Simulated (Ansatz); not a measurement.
Consider a crystal of NaZr3N4 in space group P-43m (No. 215), with Na on 1b; Zr on 3d; N on 4e. The cell of NaZr3N4 is invented: 3-, 4-connected net, the two elements on its two kinds of vertex, guests in its cages (guest Na).

Method: Ansatz, DFT PBE, scalar-relativistic, plane waves, PAW. Cutoff 420 eV, Γ-centred mesh, Gaussian smearing, no spin polarisation.

Formation energies are uncorrected and refer to the elements' standard structures at the same level (N₂ as a molecule).

Task: Which cell and coordinates does it relax to?

Result:

Space group P-43m (No. 215). a = 5.007 Å, b = 5.007 Å, c = 5.007 Å, α = 90.00°, β = 90.00°, γ = 90.00°
| atom | site | symmetry | x | y | z |
| --- | --- | --- | --- | --- | --- |
| Na | 1b | -43m | 0.5000 | 0.5000 | 0.5000 |
| Zr | 3d | -42.m | 0.0000 | 0.0000 | 0.5000 |
| N | 4e | .3m | 0.2309 | 0.2309 | 0.7691 |

Na is surrounded by 4 N at 2.33 Å and 12 Zr at 3.54 Å; Zr has 4 N at 2.12 Å, 4 Na at 3.54 Å and 8 Zr at 3.54 Å; around N lie 3 Zr at 2.12 Å and 1 Na at 2.33 Å. Another local minimum with the same sites may exist.

Task: And its energy and gap?

Result: The formation energy is −1.12 eV/atom. The gap on the 8×8×8 mesh of the 8-atom cell is 0 eV (a metal). It lies below the elements, which doesn't yet make it stable against other compounds or structures.

The last run used Gaussian smearing of 0.10 eV. A structure relaxed within its symmetry needn't be a true minimum.
